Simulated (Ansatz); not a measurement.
# Ir (omega (AlB2-type)): energy against volume

Theory: DFT, BLYP, plane waves (420 eV) with PAW, scalar-relativistic (Ansatz). The PAW files were generated under PBE, with cores re-solved for the functional.

The cell is scaled uniformly from the relaxed one, with fractional coordinates and shape fixed. Energies are extrapolated to zero smearing, pressures are those at the given smearing. Magnetic state: spin not included.

A Birch-Murnaghan fit gives V₀ = 15.74 Å³/atom, B₀ = 271 GPa, B₀′ = 5.2.

(1) What are the energy above the minimum and the pressure at 13.871 Å³/atom?

(2) What are the energy above the minimum and the pressure at 15.132 Å³/atom?

(3) What are the energy above the minimum and the pressure at 17.024 Å³/atom?

Results:

(1) 242.9 meV/atom and 47.85 GPa as computed.

(2) 21.3 meV/atom and 12.21 GPa as computed.

(3) 75.7 meV/atom and -16.90 GPa as computed.
